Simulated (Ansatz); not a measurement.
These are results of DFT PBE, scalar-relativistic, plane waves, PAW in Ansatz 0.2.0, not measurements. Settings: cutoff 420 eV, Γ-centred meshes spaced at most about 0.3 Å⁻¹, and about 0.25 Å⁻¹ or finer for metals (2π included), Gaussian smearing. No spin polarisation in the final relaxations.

All energies are static (0 K, no zero-point motion). All come from trial cells, and lower structures may exist.

Question: These unrelaxed guesses for Ti4C are each relaxed within their symmetry. Order them by the energy at which they end, lowest first.
1.

```xyz
5
Lattice="4.1405 0.0000 0.0000 0.0000 4.1405 0.0000 0.0000 0.0000 4.1405" Properties=species:S:1:pos:R:3 pbc="T T T"
Ti    0.0000    0.0000    0.0000
Ti    2.0703    2.0703    0.0000
Ti    2.0703    0.0000    2.0703
Ti    0.0000    2.0703    2.0703
C     2.0703    2.0703    2.0703
```

2.

```xyz
5
Lattice="4.2409 0.0000 0.0000 0.0000 4.2409 0.0000 0.0000 0.0000 4.2409" Properties=species:S:1:pos:R:3 pbc="T T T"
Ti    1.0602    1.0602    1.0602
Ti    3.1807    3.1807    1.0602
Ti    1.0602    3.1807    3.1807
Ti    3.1807    1.0602    3.1807
C     0.0000    0.0000    0.0000
```

3.

```xyz
5
Lattice="-2.9282 2.9282 1.8113 2.9282 -2.9282 1.8113 2.9282 2.9282 -1.8113" Properties=species:S:1:pos:R:3 pbc="T T T"
Ti    3.5117    1.1690    0.0000
Ti    1.7592    0.5835    1.8113
Ti    1.1690    2.3447    0.0000
Ti   -0.5835    1.7592    1.8113
C     0.0000    0.0000    0.0000
```

4.

```xyz
5
Lattice="4.0190 0.0000 0.0000 -2.0095 3.4806 0.0000 0.0000 0.0000 5.9915" Properties=species:S:1:pos:R:3 pbc="T T T"
Ti    2.0095    0.0000    2.9957
Ti   -1.0048    1.7403    2.9957
Ti    1.0048    1.7403    2.9957
Ti    0.0000    0.0000    0.0000
C     0.0000    0.0000    2.9957
```

Answer: 1 (ends in Pm-3m, 0 meV/atom), 3 (ends in I4/mmm, 0.31 eV/atom), 2 (ends in P-43m, 0.53 eV/atom), 4 (ends in P6/mmm, 0.72 eV/atom).

Cells relaxed within their symmetry can be saddle points. Some types were kept out of the candidates beforehand, so the set may lack a known form.
